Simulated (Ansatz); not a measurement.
Level of theory: DFT PBE, scalar-relativistic, plane waves, PAW in Ansatz. All cells share a 420 eV cutoff and Γ-centred k meshes spaced at most about 0.3 Å⁻¹ (2π included). No spin polarisation in the final relaxations.

Temperature and zero-point effects are left out.

Compare these two cells of Ca2P, each relaxed at this level.

A.

```xyz
6
Lattice="3.9907 0.0000 0.0000 0.0000 6.4775 3.4758 0.0000 -6.4775 3.4758" Properties=species:S:1:pos:R:3 pbc="T T T"
Ca    0.0000    3.2400    1.9756
Ca    0.0000    0.0000    3.1141
Ca    0.0000   -3.2400    1.9756
Ca    1.9953    0.0000    6.1477
P     1.9953    1.9924    3.8179
P     1.9953   -1.9924    3.8179
```

B.

```xyz
6
Lattice="7.1318 0.0000 0.0000 -3.5659 6.1763 0.0000 0.0000 0.0000 4.0379" Properties=species:S:1:pos:R:3 pbc="T T T"
Ca    1.7829    3.0882    0.0000
Ca   -1.7829    3.0882    0.0000
Ca    3.5659    0.0000    0.0000
Ca    0.0000    0.0000    2.0189
P     0.0000    4.1175    2.0189
P     3.5659    2.0588    2.0189
```

Problem. Which form is favoured at zero pressure, and by what margin per atom?

Solution. A is lower, by 24 meV/atom. A has space group Amm2 (No. 38), 29.9 Å³/atom and a gap of 0.09 eV on its mesh; B has space group P6/mmm (No. 191), 29.6 Å³/atom and a gap of 0.42 eV. Counting P atoms around Ca (those within 1.25 times the shortest such distance or 1.15 times the sum of covalent radii; the shortest distance is added where it exceeds 1.18 times the sum of covalent radii; a slash parts the counts of unlike sites), A has Ca 2/4 and B has Ca 4/6 from 4.1 Å. In A, Ca on a site of symmetry m has 4 P at 2.86–2.99 Å, 3 Ca at 3.43–3.48 Å and 5 Ca at 3.87–3.99 Å; Ca on a site of symmetry mm2 has 4 P at 2.91 Å and 4 Ca at 3.43–3.63 Å; P has 7 Ca at 2.86–3.07 Å; 1 more site not described. In B, Ca on a site of symmetry mmm is surrounded by 4 P at 2.88 Å, 4 Ca at 3.57 Å and 6 Ca at 4.04–4.10 Å; Ca on a site of symmetry 6/mmm has 14 Ca at 4.04–4.10 Å and 6 P at 4.12 Å; around P lie 6 Ca at 2.88 Å, 5 P at 4.04–4.12 Å and 3 Ca at 4.12 Å. Both come from invented guesses.

Kohn–Sham gaps at this level usually fall short of measured ones. Cells relaxed within their symmetry can be saddle points. The Amm2 cell of Ca2P came from shaking the P6/mmm one.
